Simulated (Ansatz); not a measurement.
ScPd (CsCl type)

```xyz
2
Lattice="3.2299 0.0000 0.0000 0.0000 3.2299 0.0000 0.0000 0.0000 3.2299" Properties=species:S:1:pos:R:3 pbc="T T T"
Sc     1.6149     1.6149     1.6149
Pd     0.0000     0.0000     0.0000
```

The slice is a {110} plane (indices of the conventional cell) through the point (0.500, 0.500, 0.500) (fractional), spanned by u = [100] and v = [011] in vectors of this cell: u (3.23 Å) and v (4.57 Å, at 90° to u). It covers one period; positions are fractions (u, v).

The numbers are results of LDA (plane waves to 420 eV, PAW, scalar-relativistic; Ansatz, an electronic-structure program), not measurements. k mesh 14×14×14. Near the nuclei the fields are pseudised (PAW); where an atom keeps semicore shells as valence, they peak there. ScPd is run without spin polarisation. ScPd was relaxed with its symmetry unable to fall.

Problem. What is the valence density on the shortest Sc–Pd line in this plane (2.80 Å), at its minimum between the atoms?

Solution. 0.23 e/Å³.

Problem. What is the ELF at the density minimum of the shortest Sc–Pd line in this plane (2.80 Å)?

Solution. 0.2.

Problem. Sketch the electron localisation function (ELF) on this plane as a map.

Solution. 
```tsv
v \ u	0.00	0.10	0.20	0.30	0.40	0.50	0.60	0.70	0.80	0.90
0.96	x	x	0.71	0.15	0.07	0.14	0.07	0.15	0.71	x
0.86	0.74	0.69	0.31	0.10	0.22	0.32	0.22	0.10	0.31	0.69
0.75	0.10	0.11	0.19	0.28	0.28	0.27	0.28	0.28	0.19	0.11
0.64	0.32	0.31	0.27	0.37	0.50	0.52	0.50	0.37	0.27	0.31
0.54	0.31	0.25	0.30	0.51	x	x	x	0.51	0.30	0.25
0.43	0.32	0.27	0.28	0.49	x	x	x	0.49	0.28	0.27
0.32	0.26	0.28	0.28	0.30	0.40	0.44	0.40	0.30	0.28	0.28
0.21	0.20	0.15	0.12	0.23	0.30	0.30	0.30	0.23	0.12	0.15
0.11	x	0.76	0.55	0.10	0.14	0.26	0.14	0.10	0.55	0.76
0.00	x	x	0.72	0.16	0.06	0.12	0.06	0.16	0.72	x
```

Values: electron localisation function (ELF). Points within 0.5 Å of a nucleus are blanked (x), as the pseudised field means little there.
